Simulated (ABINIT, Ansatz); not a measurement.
This is a calculation of MnPt2 for ABINIT 10.8.3 (patched build). The cell comes from a database or a generator and needn't be the stable form of this composition.

File run.abi:

```
# Pseudopotentials
pp_dirpath "./"
pseudos "Pt.GGA_PBE-JTH.xml, Mn.GGA_PBE-JTH.xml"

# Structure
acell 2.8584044518 2.8584044518 6.532504 Angstrom
rprim
     1.0000000000     0.0000000000     0.0000000000
    -0.5000000000     0.8660254038     0.0000000000
     0.0000000000     0.0000000000     1.0000000000
ntypat 2
znucl 78 25
natom 3
typat 1 1 2
xred
     0.6666666667     0.3333333333     0.3162060000
     0.3333333333     0.6666666667     0.6837940000
     0.0000000000     0.0000000000     0.0000000000

# Plane-wave basis
ecut 26.0
pawecutdg 48.0
pawxcdev 0

# k points
kptopt 1
ngkpt 11 11 4
nshiftk 1
shiftk 0.0 0.0 0.0

# Exchange and correlation
ixc -116133

# Bands and occupations
nband 23
occopt 3
tsmear 0.05 eV

# Spin
nsppol 2
spinat
     0.0000000000     0.0000000000     0.0000000000
     0.0000000000     0.0000000000     0.0000000000
     0.0000000000     0.0000000000     4.0000000000

# SCF cycle
nstep 100
tolvrs 1.0e-9

# Output
iomode 3
prtwf 0
prteig 0
prtebands 0
prtden 1
prtvha 1
prtvclmb 1
prtpot 1
```

Potentials or basis: JTH PAW PBE v2.0.

Command:

```console
$ abinit run.abi > log 2>&1
```

Question: Set up the same calculation for Ansatz 0.2.0. Potentials or basis there: Ansatz PAW, cutoff 420 eV.

Answer: As run (cutoffs and basis follow the program's own potentials, and thresholds, step limits or extra output files can differ):

Contents of input.yaml:

```yaml
crystal:
  lattice:
    - [2.8584044518, 0.0, 0.0]
    - [-1.4292022259, 2.4754508696, 0.0]
    - [0.0, 0.0, 6.532504]
  atoms:
    - { symbol: Pt, position: [0.6666666667, 0.3333333333, 0.316206] }
    - { symbol: Pt, position: [0.3333333333, 0.6666666667, 0.683794] }
    - { symbol: Mn, position: [0.0, 0.0, 0.0], spin: 4.0 }
hamiltonian:
  xc: pbesol
  pseudopotentials: { kind: paw }
magnetization:
  spin_polarized: true
kpoints:
  mp_grid: { grid: [11, 11, 4] }
scf:
  occupations: { method: fermi_dirac, width: 0.05 }
output:
  forces: true
  stress: true
  eigenvalues: true
```

Potentials or basis: Ansatz PAW.

Run with:

```sh
$ ansatz run input.yaml --threads 1 --pin off --max-ram 3584MiB --backend cpu --events-out ev --progress --plain --runs-dir out
```

Both were run:

|  | ABINIT | Ansatz |
| --- | --- | --- |
| Pressure | -8.4 GPa | -9.2 GPa |
| Net moment | 4.52 μB per cell | 4.51 μB per cell |

Ansatz's pressure holds a Pulay term of +0.06 GPa for its cutoff of 420 eV, which the other run lacks.

The potentials hold 35 and 51 valence electrons a cell.

ABINIT's potentials were made for PBE. Ansatz's potentials were made for PBE.

Where Ansatz's input types no cutoff or centring, it takes its own default and a Γ-centred mesh.

The magnetic state is the one that the start led to; the real crystal's order can differ.

Pressure is positive in compression.
